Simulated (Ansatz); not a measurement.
Zr2PbC in space group P6_3/mmc (No. 194; Zr on 4f, Pb on 2d, C on 2a) at seven volumes, PBEsol in the plane-wave PAW code Ansatz, shape and atoms relaxed at each. One row is withheld.

| V (Å³/atom) | P (GPa) |
|---|---|
| 16.541 | 14.83 |
| 17.086 | 9.07 |
| 17.632 | ? |
| 18.177 | 0.00 |
| 18.722 | -3.51 |
| 19.268 | -6.43 |
| 19.813 | -8.79 |

Fit the shown pressures and predict the withheld one.

Third-order Birch–Murnaghan: P = (3/2)B₀(x^(7/2) − x^(5/2))[1 + (3/4)(B′ − 4)(x − 1)] with x = (V₀/V)^(2/3). Least squares on the six rows gives V₀ = 18.175 Å³/atom, B₀ = 125.8 GPa, B′ = 4.79. At V = 17.632, x = 1.0204 and P = 4.10 GPa. The run itself gave 4.20 GPa.

The first step of the workflow began from a Materials Project structure, measured or hypothetical; the Crystallography Open Database copy checked does not list it. Its standing as an ambient phase is unchecked. Symmetry was held in the PBEsol relaxation; its stability against distortions is not shown here. No spin polarisation was allowed. Scalar-relativistic: spin–orbit coupling is off unless named, which matters more the heavier the elements.

Potentials: the earlier of the program's two PAW sets. The files were generated under PBE; for other functionals the program regenerates the frozen cores, and for LDA and PBEsol the local potential too.
